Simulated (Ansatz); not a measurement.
BAs:
```yaml
crystal:
  lattice:
    - [2.93972, 0.00000, 0.00000]
    - [0.00000, 2.93972, 0.00000]
    - [0.00000, 0.00000, 2.93972]
  atoms:
    - { symbol: B, position: [0.00000, 0.00000, 0.00000] }
    - { symbol: As, position: [0.50000, 0.50000, 0.50000] }
```

Relaxed with PBE. Special points in fractions of this cell's reciprocal vectors: Γ (0.000, 0.000, 0.000); X (0.000, 0.500, 0.000); M (0.500, 0.500, 0.000); R (0.500, 0.500, 0.500).

List the band energies nearest the Fermi level at these points for plane-wave PAW PBE (Ansatz code).

In eV from the Fermi level; about four levels below and three above (degenerate sets whole), none deeper than 8.9 eV; … stands for higher levels left out; points with the same levels are listed once.

```tsv
k	below	above
Γ	-0.86 -0.86 -0.86 -0.32	5.68 5.68 …
X	–	2.81 2.81 3.21 3.21
M	-6.77 -6.77 -5.46	4.08 5.06 7.11 7.11
R	-2.60 -1.96 -1.96 -1.96	…
```

Space group Pm-3m (CsCl type). The start of the workflow was typed in or built on a structure type; neither database checked (COD, Materials Project) lists it. It is not the phase usual at ambient conditions (space group No. 216). The cell was relaxed with PBE under the symmetry of its start; its stability against distortions is not shown here. The volume moved by 31 % from the start of the relaxation. Its formation energy is positive at this level, so the cell may be metastable or incomplete. Spin–orbit coupling is left out wherever it is not named.

Potentials: the earlier of the program's two PAW sets.
